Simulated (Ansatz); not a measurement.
Bi2Pd3S2:
```
Bi2Pd3S2
1.0
   -4.14648     4.14648     4.14648
    4.14648    -4.14648     4.14648
    4.14648     4.14648    -4.14648
Bi Pd S
4 6 4
Cartesian
 -0.02381   4.12267   0.02381
  0.02381   0.02381   0.02381
  4.12267   0.02381  -0.02381
  0.02381  -0.02381   4.12267
  0.00000   2.07324   2.30316
  0.00000   6.21972   1.84332
  2.30316   0.00000   2.07324
  1.84332   0.00000   6.21972
  2.07324   2.30316   0.00000
  6.21972   1.84332   0.00000
  1.83617   5.98265  -1.83617
  2.31031   2.31031   2.31031
  5.98265  -1.83617   1.83617
 -1.83617   1.83617   5.98265
```

Relaxed with PBEsol. Special points in fractions of this cell's reciprocal vectors: Γ (0.000, 0.000, 0.000); H (0.500, -0.500, 0.500); N (0.000, 0.000, 0.500); P (0.250, 0.250, 0.250).

### Question
List the band energies nearest the Fermi level at these points for the program Ansatz at the PBEsol level (PAW).

### Answer
In eV from the Fermi level; about four levels below and three above (degenerate sets whole), none deeper than 8.9 eV; points with the same levels are listed once.

```csv
k,below,above
Γ,-1.62 -0.93 -0.93 -0.93,1.05 1.05 1.05
H,-1.35 -1.35 -1.35 -0.86 -0.86 -0.86,0.64 0.64 0.64
N,-1.01 -0.55 -0.54 -0.11,0.24 0.99 1.27
P,-1.49 -1.49 -1.46 -1.46,0.27 0.27 0.49 0.49
```

Space group I2_13. The workflow started from a Materials Project entry (that database holds measured and hypothetical structures alike); the Crystallography Open Database copy checked does not list it. Its standing as an ambient phase is unchecked. The PBEsol relaxation kept the symmetry of its start; its stability against distortions is not shown here. The run is not spin-polarised. Spin–orbit coupling is left out wherever it is not named.

Potentials: the later of the program's two PAW sets.
